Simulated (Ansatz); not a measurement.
## Computed properties of BeS

BeS:
```
CELL_PARAMETERS angstrom
      3.43704     0.00000     0.00000
     -1.71852     2.97656     0.00000
      0.00000     0.00000     7.80495
ATOMIC_POSITIONS crystal
  Be 0.50000 0.00000 0.00000
  Be 0.00000 0.50000 0.33333
  Be 0.50000 0.50000 0.66667
  S  0.50000 0.00000 0.50000
  S  0.00000 0.50000 0.83333
  S  0.50000 0.50000 0.16667
```

Space group P6_422 (No. 181); conventional cell a = 3.437 Å, b = 3.437 Å, c = 7.805 Å, α = 90.00°, β = 90.00°, γ = 120.00°.

Method: the program Ansatz at the r²SCAN+D4 level (PAW). Geometry: relaxed at this level of theory. Other levels are named where they apply.

Cell and energy:

```
Item                                                          Result
-----------------------------------------------------  -------------
Volume per atom                                             13.31 Å³
Density                                                   2.56 g/cm³
Formation energy from the elements (no fitted shifts)  -0.92 eV/atom
```

Electronic structure:

```
Quantity                                                                                         Result
----------------------------------------  -------------------------------------------------------------
Band gap                                                                             3.15 eV (indirect)
Valence-band maximum                                            on the Γ–M line, 10 % of the way from Γ
Conduction-band minimum                   on the M–K line, 9 % of the way from M (6 equivalent valleys)
Smallest direct gap on the standard path                                                        4.53 eV
Electron effective mass                                          0.29, 0.44, 0.55 mₑ (principal values)
HSE06 gap on the r²SCAN+D4 cell                                                                 3.57 eV
```

Mechanics:

```
Item                                                                                                           Result
-----------------------------------------------------------  --------------------------------------------------------
Bulk modulus (Birch–Murnaghan fit)                                                                            106 GPa
Pressure derivative B′                                                                                            3.8
Elastic constants (relaxed ions, GPa)                        C11 = 207, C12 = 56.2, C13 = 50.2, C33 = 228, C44 = 70.5
Mechanical stability                                                           stable (all eigenvalues of C positive)
Hill bulk and shear moduli                                                                           106 and 75.4 GPa
Young's modulus                                                                                               183 GPa
Poisson's ratio                                                                                                  0.21
Debye temperature from the elastic constants                                                                    754 K
Piezoelectric stress constants (proper, relaxed ions, C/m²)                                   e14 = 0.18, e25 = -0.18
```

Charges:

```
Quantity                    Result
-------------  -------------------
Bader charges  Be +1.68, S -1.68 e
```

The start of the workflow was typed in or built on a structure type; neither database checked (COD, Materials Project) lists it. COD files the formula under space group No. 216. Its standing as an ambient phase is unchecked. The r²SCAN+D4 relaxation kept the symmetry of its start; whether a distortion lowers the energy is not shown. Signs of piezoelectric constants follow the polarity of the cell as given. The references are the lowest solids computed at this level, not always the standard phases.

Potentials: the later of the program's two PAW sets.
